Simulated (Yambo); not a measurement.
G0W0@LDA for Al3BC (space group P6_3/mmc, No. 194) in Yambo. Reference settings: 6×6×1 Γ-centred k mesh, 216 bands and a 8 Ry block in the screening, 216 bands in G with the Bruneval-Gonze terminator, plasmon pole fitted at 27.2 eV. The LDA gap Γ → M on this mesh is 0.45 eV; G0W0 gaps are taken between the same points.

Gap (Γ → M) in eV against the number of bands and the screening block, terminator on:

```
bands (W and G)   2 Ry   3 Ry   5 Ry   6 Ry   8 Ry
---------------  -----  -----  -----  -----  -----
45               0.650  0.664  0.792  0.815  0.826
76               0.599  0.622  0.788  0.822  0.839
115              0.560  0.584  0.766  0.806  0.827
166              0.555  0.579  0.773  0.819  0.845
216              0.554  0.579  0.779  0.828  0.858
```

Rough cost of the Yambo step against the reference (shared machines):

```csv
bands (W and G),2 Ry,3 Ry,5 Ry,6 Ry,8 Ry
45,1/7,1/6,1/5,1/5,1/5
76,1/3,1/4,1/3,1/3,1/2
115,1/3,1/3,1/2,~1,~1
166,~1,~1,~1,~1,~1
216,~1,~1,~1,~1,1
```

At the largest block the last step in bands moves the gap by 0.013 eV; at the most bands the last step in the block moves it by 0.030 eV.

Geometry of the Materials Project entry, not relaxed at this level; primitive cell a = 3.481 Å, b = 3.481 Å, c = 11.468 Å, α = 90.00°, β = 90.00°, γ = 120.00°.

The structure is a Materials Project entry; no match was found in the copy of COD used, and its stability was not checked.
